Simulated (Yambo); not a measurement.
How GW settings move the gap: PbSe

G0W0@PBE for PbSe (rock salt, space group Fm-3m, No. 225) in Yambo. Reference settings: 4×4×4 Γ-centred k mesh, bands 14 to 267 and a 15 Ry block in the screening, 267 bands in G with the Bruneval-Gonze terminator, plasmon pole fitted at 27.2 eV. The PBE gap L → L on this mesh is 0.25 eV; G0W0 gaps are taken between the same points.

```json
[
 {"change from the reference": "reference settings", "G0W0 gap L → L (eV)": "0.36", "shift of the valence edge (eV)": "-0.36", "rough Yambo cost": "1"},
 {"change from the reference": "143 bands in W, 143 bands in G", "G0W0 gap L → L (eV)": "0.34", "shift of the valence edge (eV)": "-0.28", "rough Yambo cost": "about 1/5"},
 {"change from the reference": "143 bands in G", "G0W0 gap L → L (eV)": "0.37", "shift of the valence edge (eV)": "-0.36", "rough Yambo cost": "–"},
 {"change from the reference": "9 Ry block", "G0W0 gap L → L (eV)": "0.31", "shift of the valence edge (eV)": "-0.29", "rough Yambo cost": "about 1/3"},
 {"change from the reference": "no terminator", "G0W0 gap L → L (eV)": "0.34", "shift of the valence edge (eV)": "-0.32", "rough Yambo cost": "–"}
]
```

The reference isn't shown to be the converged limit. Costs are rough (shared machines), scaled to the same edge states, and given only for runs that recompute the screening.

Spin-orbit coupling is left out; with 6p states at a band edge it can lower the gap by many tenths of an eV, most of a small gap. So small a PBE gap in heavy elements may be inverted, where one-shot corrections to single bands mislead.

Geometry relaxed with PBEsol; primitive cell a = b = c = 4.3108 Å, α = β = γ = 60.00°.

A shift is the quasiparticle energy of the state minus its PBE energy.

The potentials are those of PseudoDojo's stringent table.
